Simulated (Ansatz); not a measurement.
The start is a relaxed Al cell, doubled along one cell vector, shaken by Gaussian noise of σ = 0.08 Å a coordinate. The cell and all atomic positions are relaxed at zero pressure with PBEsol (plane waves to 420 eV, PAW, scalar-relativistic; Ansatz, a first-principles code). First-step values are on the input's coarse k-mesh.

Ansatz input (later rounds restart from its end on a renewed k-mesh):
Ansatz 0.2 input:
```yaml
crystal:
  lattice:
    - [0, 2.0069878831, 2.0069878831]
    - [4.0139757662, 0, 4.0139757662]
    - [2.0069878831, 2.0069878831, 0]
  atoms:
    - { symbol: Al, position: [0.4493096283, 0.2625983134, 0.522686416] }
    - { symbol: Al, position: [0.507780846, 0.7356359069, 0.4912106844] }
basis: { ecutwfc: 420, ecutrho_ratio: 4, xc_grid: 2, fft_grid_basis: typed }
kpoints: { mp_grid: { grid: [14, 7, 14] } }
hamiltonian:
  xc: pbesol
  dispersion: none
  pseudopotentials: { azcp: { folder: ./paw }, kind: paw }
scf: { occupations: { method: fermi_dirac, width: 0.05 } }
relax: { f_tol: 0.01, max_steps: 100, cell: { stress_tol: 0.02 } }
output: { forces: true, stress: true }
```

Problem. Which atoms feel the largest initial force, and how large is it?

Solution. 0.69 eV/Å, on Al1, Al2 (atoms numbered as listed).

Problem. By how much does the energy per atom fall from start to end?

Solution. 0.03 eV/atom.

Problem. Does it find its way back to the structure it was made from?

Solution. It returns to the parent structure, Fm-3m (No. 225).

Problem. How do the shortest distances between atoms change?

Solution. The closest pairs of elements (up to four, under 3.6 Å), start → end: Al–Al 2.68 → 2.84 Å.

Problem. Is the relaxed structure metallic? Give its gap.

Solution. Zero (metallic).

It ends as:

```cif
data_Al4
_chemical_formula_sum 'Al4'
_space_group_name_H-M_alt 'Fm-3m'
_space_group_IT_number 225
_space_group_name_Hall '-F 4 2 3'
_cell_length_a 4.01414
_cell_length_b 4.01414
_cell_length_c 4.01414
_cell_angle_alpha 90.000
_cell_angle_beta 90.000
_cell_angle_gamma 90.000
loop_
_atom_site_label
_atom_site_type_symbol
_atom_site_symmetry_multiplicity
_atom_site_Wyckoff_symbol
_atom_site_fract_x
_atom_site_fract_y
_atom_site_fract_z
_atom_site_occupancy
Al1 Al 4 b 0.50000 0.50000 0.50000 1
```
(The calculation used a cell of 1 atom; values per cell refer to that cell.)

Final values are on a 20×20×20 k-mesh of the relaxed cell. No spin polarisation in the result.

The run could not lose the symmetry of its start.
